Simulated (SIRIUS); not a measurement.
A self-consistent single point of Al2Cu (P1, 6 atoms in the cell; from Materials Project mp-985806, changed as shown).

```yaml
crystal:
  lattice:
    - [4.03224, 0.00000, 0.00000]
    - [0.00000, 4.03224, 0.00000]
    - [0.00000, 0.00000, 5.66228]
  atoms:
    - { symbol: Al, position: [0.99674, 0.49893, 0.25050] }
    - { symbol: Al, position: [0.49829, 0.99850, 0.25230] }
    - { symbol: Al, position: [0.49901, 0.99770, 0.74476] }
    - { symbol: Al, position: [0.01222, 0.48904, 0.75169] }
    - { symbol: Cu, position: [0.00409, 0.00861, 0.49167] }
    - { symbol: Cu, position: [0.48966, 0.50722, 0.00908] }
```

Computed with LDA (PW92), GBRV LDA ultrasoft pseudopotentials (plane waves; SIRIUS).

SIRIUS settings:

* **parameters.ngridk**: 8 8 6
* **parameters.xc_functionals**: [XC_LDA_X, XC_LDA_C_PW]
* **parameters.gk_cutoff**: 6.325 1/bohr
* **parameters.pw_cutoff**: 14.143 1/bohr
* **parameters.smearing**: fermi_dirac
* **parameters.smearing_width**: 0.00499791 Ha
* **potentials**: GBRV LDA ultrasoft pseudopotentials
* **parameters.electronic_structure_method**: pseudopotential
* **parameters.num_bands**: 30
* **parameters.num_mag_dims**: 0
* **parameters.num_dft_iter**: 100
* **parameters.energy_tol**: 1e-07 Ha
* **parameters.density_tol**: 1e-06
* **mixer.type**: broyden2
* **mixer.beta**: 0.5
* **mixer.use_hartree**: true

Question: Estimate, at this level of theory: pressure and largest force (vector length).

Answer: The run gave:

| Quantity | Value |
|---|---|
| Pressure | -0.81 GPa |
| Largest force (vector length) | 0.721 eV/Å |

For comparison: a first run was changed to give this one (atoms moved at random), and from it to this one the free energy rises by 11.9 meV/atom, the pressure goes from -1.17 to -0.81 GPa and the largest force goes from 0.000 to 0.721 eV/Å.

The structure comes from a collection of computed structures, made at another level of theory; the collection holds predicted forms beside known ones. Its lattice was then scaled.

Cost on one core: roughly 6 core-minutes.
